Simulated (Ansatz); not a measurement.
The elements of this relaxed trial crystal are hidden behind letters.

```
lattice vectors (Å)
   4.1661    0.0000    0.0000
  -2.0831    3.6080    0.0000
   0.0000    0.0000   10.2422
fractional positions
X 0.3333 0.6667 0.6682
Z 0.0000 0.0000 0.0066
Z 0.6667 0.3333 0.3271
Q 0.0000 0.0000 0.2499
Q 0.6667 0.3333 0.5692
Q 0.3333 0.6667 0.9290
```

All numbers below come from Ansatz 0.2.0, DFT PBE, scalar-relativistic, plane waves, PAW. Cutoff 420 eV, Γ-centred 12×12×4 mesh (6-atom cell), Gaussian smearing of 0.10 eV, no spin polarisation.

* Space group: P3m1 (No. 156)
* Conventional cell: a = 4.166 Å, c = 10.242 Å
* Volume per atom: 25.66 Å³
* Density: 5.17 g/cm³
* Formation energy: −0.29 eV/atom
* Gap on the 12×12×4 mesh of the 6-atom cell: 0 eV (the bands meet within 0.015 eV)

Energies are uncorrected and count from the elements' standard states at the same level.

Question: X is a p-block element of period 5, Z is a p-block element of period 4 and Q is a p-block element of period 4. Which elements are they?

Answer: X = In, Z = Ga, Q = As, so the formula is InGa2As3. Density times volume gives a mean mass of 5.17 × 25.66/1.6605 = 79.9 u per atom, and this set has 79.8 u. In is surrounded by 4 As at 2.61–2.67 Å; Ga on its first site is surrounded by 4 As at 2.49–2.53 Å; As on its first site is surrounded by 4 Ga at 2.49–2.53 Å; 3 more sites not described. Other sets within the hints have nearly the same mass, so mass alone doesn't settle it; this one was computed.

The zero gap may come from the functional, which often closes small gaps. Symmetry constrained the relaxation, so the result can be a saddle point.
